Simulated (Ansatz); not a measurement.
Y2CN2O2:
```
Y2CN2O2
1.0
    3.70768     0.00000     0.00000
   -1.85384     3.21094     0.00000
    0.00000     0.00000     8.18025
Y C N O
2 1 2 2
Cartesian
  0.00000   2.14063   5.54155
  1.85384   1.07031   2.63871
  0.00000   0.00000   0.00000
  0.00000   0.00000   1.22682
  0.00000   0.00000   6.95343
  0.00000   2.14063   3.24516
  1.85384   1.07031   4.93509
```

Relaxed with r²SCAN.

### Question
Tabulate the valence density and the electron localisation function along the shortest Y–N contact (2.56 Å), DFT-r²SCAN in the program Ansatz with PAW potentials.

### Answer


| distance from Y (Å) | density (e/Å³) | ELF |
|---|---|---|
| 0.26 | 3.59 | 0.59 |
| 0.38 | 3.70 | 0.77 |
| 0.51 | 3.26 | 0.85 |
| 0.64 | 2.44 | 0.88 |
| 0.77 | 1.57 | 0.85 |
| 0.90 | 0.90 | 0.73 |
| 1.03 | 0.49 | 0.42 |
| 1.15 | 0.30 | 0.14 |
| 1.28 | 0.23 | 0.10 |
| 1.41 | 0.26 | 0.23 |
| 1.54 | 0.35 | 0.58 |
| 1.67 | 0.54 | 0.81 |
| 1.80 | 0.86 | 0.87 |
| 1.92 | 1.41 | 0.87 |
| 2.05 | 2.23 | 0.83 |
| 2.18 | 3.13 | 0.69 |
| 2.31 | 3.63 | 0.38 |

The density is the valence pseudo-density with augmentation charge, so density and ELF within about 1 Å of a nucleus are not all-electron values.

Space group P-3m1. The workflow started from a Materials Project entry (that database holds measured and hypothetical structures alike); the Crystallography Open Database copy checked does not list it. Whether it is the stable phase at ambient conditions was not checked. The r²SCAN relaxation kept the symmetry of its start; its stability against distortions is not shown here. No spin polarisation was allowed.

Potentials: the later of the program's two PAW sets.
